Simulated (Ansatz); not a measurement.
HfO2:
Space group Pnma (No. 62); a = 5.541 Å, b = 3.317 Å, c = 6.468 Å, α = β = γ = 90.00°

```tsv
atom	site	symmetry	x	y	z
Hf	4c	.m.	0.2521	0.2500	0.3910
O	4c	.m.	0.0225	0.2500	0.6596
O	4c	.m.	0.1398	0.2500	0.0757
```

Relaxed with r²SCAN.

Problem. Which orbitals make up the states near the band edges in DFT-r²SCAN in the program Ansatz with PAW potentials?

Solution. Top 1 eV of the valence band: O 2p 92 %, Hf 5d 5 %. Bottom 1 eV of the conduction band: Hf 5d 83 %, O 2s 9 %, O 2p 5 %. Projections are on Löwdin-orthogonalised atomic valence shells; empty p or d shells of many metals are not among them.

Problem. Tabulate the density of states.

Solution. States/eV per cell of 12 atoms, in 0.25 eV bins, energy from the valence-band maximum.

| E (eV) | total | O 2p | Hf 5d | O 2s |
|---|---|---|---|---|
| -7.85 | 0.00 | 0.00 | 0.00 | 0.00 |
| -7.60 | 0.00 | 0.00 | 0.00 | 0.00 |
| -7.35 | 0.00 | 0.00 | 0.00 | 0.00 |
| -7.10 | 0.00 | 0.00 | 0.00 | 0.00 |
| -6.85 | 0.00 | 0.00 | 0.00 | 0.00 |
| -6.60 | 0.00 | 0.00 | 0.00 | 0.00 |
| -6.35 | 0.00 | 0.00 | 0.00 | 0.00 |
| -6.10 | 0.67 | 0.46 | 0.17 | 0.00 |
| -5.85 | 3.56 | 2.44 | 0.87 | 0.03 |
| -5.60 | 5.77 | 4.01 | 1.35 | 0.07 |
| -5.35 | 8.57 | 6.03 | 1.92 | 0.12 |
| -5.10 | 7.75 | 5.54 | 1.72 | 0.10 |
| -4.85 | 5.67 | 4.12 | 1.19 | 0.08 |
| -4.60 | 8.80 | 6.52 | 1.78 | 0.09 |
| -4.35 | 8.28 | 6.21 | 1.62 | 0.09 |
| -4.10 | 9.74 | 7.37 | 1.79 | 0.14 |
| -3.85 | 5.25 | 4.04 | 0.90 | 0.07 |
| -3.60 | 6.34 | 5.03 | 0.99 | 0.07 |
| -3.35 | 9.07 | 7.24 | 1.42 | 0.10 |
| -3.10 | 7.45 | 5.90 | 1.19 | 0.10 |
| -2.85 | 8.15 | 6.63 | 1.09 | 0.12 |
| -2.60 | 5.66 | 4.68 | 0.64 | 0.10 |
| -2.35 | 7.92 | 6.57 | 0.94 | 0.11 |
| -2.10 | 10.14 | 8.54 | 1.17 | 0.10 |
| -1.85 | 9.77 | 8.43 | 0.97 | 0.07 |
| -1.60 | 11.43 | 9.88 | 1.16 | 0.09 |
| -1.35 | 11.05 | 9.62 | 1.09 | 0.07 |
| -1.10 | 9.53 | 8.45 | 0.80 | 0.06 |
| -0.85 | 12.40 | 11.23 | 0.84 | 0.05 |
| -0.60 | 9.06 | 8.38 | 0.45 | 0.03 |
| -0.35 | 7.63 | 7.24 | 0.21 | 0.02 |
| -0.10 | 2.32 | 2.24 | 0.04 | 0.00 |
| 0.15 | 0.00 | 0.00 | 0.00 | 0.00 |
| 0.40 | 0.00 | 0.00 | 0.00 | 0.00 |
| 0.65 | 0.00 | 0.00 | 0.00 | 0.00 |
| 0.90 | 0.00 | 0.00 | 0.00 | 0.00 |
| 1.15 | 0.00 | 0.00 | 0.00 | 0.00 |
| 1.40 | 0.00 | 0.00 | 0.00 | 0.00 |
| 1.65 | 0.00 | 0.00 | 0.00 | 0.00 |
| 1.90 | 0.00 | 0.00 | 0.00 | 0.00 |
| 2.15 | 0.00 | 0.00 | 0.00 | 0.00 |
| 2.40 | 0.00 | 0.00 | 0.00 | 0.00 |
| 2.65 | 0.00 | 0.00 | 0.00 | 0.00 |
| 2.90 | 0.00 | 0.00 | 0.00 | 0.00 |
| 3.15 | 0.00 | 0.00 | 0.00 | 0.00 |
| 3.40 | 0.00 | 0.00 | 0.00 | 0.00 |
| 3.65 | 0.00 | 0.00 | 0.00 | 0.00 |
| 3.90 | 0.00 | 0.00 | 0.00 | 0.00 |
| 4.15 | 0.28 | 0.01 | 0.23 | 0.03 |
| 4.40 | 0.53 | 0.02 | 0.44 | 0.05 |
| 4.65 | 0.80 | 0.04 | 0.67 | 0.07 |
| 4.90 | 1.33 | 0.08 | 1.10 | 0.11 |
| 5.15 | 3.50 | 0.25 | 2.86 | 0.25 |
| 5.40 | 4.21 | 0.30 | 3.45 | 0.31 |
| 5.65 | 5.61 | 0.38 | 4.58 | 0.42 |
| 5.90 | 7.08 | 0.47 | 5.81 | 0.49 |
| 6.15 | 7.40 | 0.54 | 6.03 | 0.45 |
| 6.40 | 7.17 | 0.61 | 5.83 | 0.40 |
| 6.65 | 8.04 | 0.87 | 6.37 | 0.40 |
| 6.90 | 10.35 | 1.31 | 8.12 | 0.42 |
| 7.15 | 7.29 | 0.87 | 5.70 | 0.36 |
| 7.40 | 10.07 | 1.44 | 7.77 | 0.38 |
| 7.65 | 11.32 | 1.86 | 8.42 | 0.48 |
| 7.90 | 7.52 | 1.36 | 5.50 | 0.32 |
| 8.15 | 10.21 | 1.88 | 7.55 | 0.36 |
| 8.40 | 11.68 | 2.25 | 8.58 | 0.37 |
| 8.65 | 11.52 | 2.35 | 8.31 | 0.32 |

The first step of the workflow began from a Materials Project structure, measured or hypothetical; the Crystallography Open Database copy checked does not list it. It is not the phase usual at ambient conditions (space group No. 14, 29). The r²SCAN relaxation kept the symmetry of its start; of distortions, only those at the zone centre were tested. No spin polarisation was allowed. Spin–orbit coupling is left out wherever it is not named.

Potentials: the later of the program's two PAW sets.
